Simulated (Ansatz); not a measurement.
AlCo (rock salt, Fm-3m) at seven volumes, DFT-r²SCAN in the program Ansatz with PAW potentials, scaled uniformly. One row is withheld.

| V (Å³/atom) | P (GPa) |
|---|---|
| 12.058 | 15.05 |
| 12.455 | 9.24 |
| 12.853 | 4.27 |
| 13.250 | 0.01 |
| 13.648 | ? |
| 14.045 | -6.75 |
| 14.443 | -9.42 |

Fit the shown pressures and predict the withheld one.

P = (3/2)B₀(x^(7/2) − x^(5/2))[1 + (3/4)(B′ − 4)(x − 1)] with x = (V₀/V)^(2/3). Least squares on the six rows gives V₀ = 13.252 Å³/atom, B₀ = 131 GPa, B′ = 4.17. At V = 13.648, x = 0.9806 and P = -3.63 GPa. The run itself gave -3.63 GPa.

The start of the workflow was typed in or built on a structure type; neither database checked (COD, Materials Project) lists it. Its standing as an ambient phase is unchecked. The cell was relaxed with r²SCAN under the symmetry of its start. At this level the phase is mechanically unstable. The workflow began spin-polarised and lost its moments. The cell computed holds one magnetic atom, so no antiferromagnetic order was within reach. Its formation energy is positive at this level, so the cell may be metastable or incomplete.

Potentials: the earlier of the program's two PAW sets.
